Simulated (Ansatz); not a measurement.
Ta2F2N, M2XT2 MXene (hcp sites)-type layer, relaxed and computed with two functionals in Ansatz (plane waves, PAW).

```csv
functional,a (Å),thickness (Å)
PBE,2.956,5.71
r²SCAN+D4,…,…
```

Task: Complete the blanks.

Result: 
- r²SCAN+D4, a (Å): 2.920
- r²SCAN+D4, thickness (Å): 5.71

Began spin-polarised and lost the moments: Ta2F2N, M2XT2 MXene (hcp sites)-type layer with PBE; Ta2F2N, M2XT2 MXene (hcp sites)-type layer with r²SCAN+D4. All cells were relaxed under the symmetry of their starts (and spin orders); stability against distortions was not tested throughout. Spin–orbit coupling is left out wherever it is not named. Constructed layers (a layer type filled with these elements): Ta2F2N, M2XT2 MXene (hcp sites)-type layer; Ta2F2N, M2XT2 MXene (hcp sites)-type layer.

Potentials: the later of the program's two PAW sets.

Ansatz (a first-principles code) is a plane-wave DFT program.
